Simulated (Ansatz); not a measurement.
Task: Each is relaxed and computed with plane-wave PAW r²SCAN (Ansatz code). Which is the only metal?
A) LiH, rock salt
B) Ta2O5, Pmmn (Ta on 4e, O on 4e, O on 4e, O on 2a)
C) Ta2H, C222 (Ta on 4k, H on 2a)
D) Li2H6Pt, Fm-3m (Li on 8c, H on 24e, Pt on 4a)

Result: C, Ta2H, C222 (Ta on 4k, H on 2a). Ta2H: metal; LiH: gap 3.63 eV (direct); Ta2O5: gap 2.87 eV (indirect); Li2H6Pt: gap 3.33 eV (indirect). Standing as an ambient phase not checked: Ta2H, C222 (Ta on 4k, H on 2a); Ta2O5, Pmmn (Ta on 4e, O on 4e, O on 4e, O on 2a); Li2H6Pt, Fm-3m (Li on 8c, H on 24e, Pt on 4a). All cells were relaxed under the symmetry of their starts (and spin orders); stability against distortions was not tested throughout. Rows with no word on spin ran without spin polarisation. Spin–orbit coupling is left out wherever it is not named.

Potentials: the later of the program's two PAW sets.
